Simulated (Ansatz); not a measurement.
HfO2 (fluorite, Fm-3m), a = 5.0585 Å, b = 5.0585 Å, c = 5.0585 Å, α = 90.00°, β = 90.00°, γ = 90.00°; the cell used has 3 atoms.

Relaxed with r²SCAN.

Q: Decompose the optical modes at the zone centre into irreducible representations, and say which are infrared and Raman allowed.

A: Point group m-3m: Γ_opt = T1u + T2g. Infrared: T1u. Raman: T2g.

Q: Assign frequencies (DFPT, plane-wave PAW r²SCAN (Ansatz code); without the LO–TO term).

A: T1u 238, T2g 593 cm⁻¹.

This is a known high-temperature phase of the composition, computed here at zero pressure and temperature. The r²SCAN relaxation kept the symmetry of its start. At this level the phase is dynamically unstable (imaginary phonons). No spin polarisation was allowed. Spin–orbit coupling is left out wherever it is not named.

Potentials: the later of the program's two PAW sets.
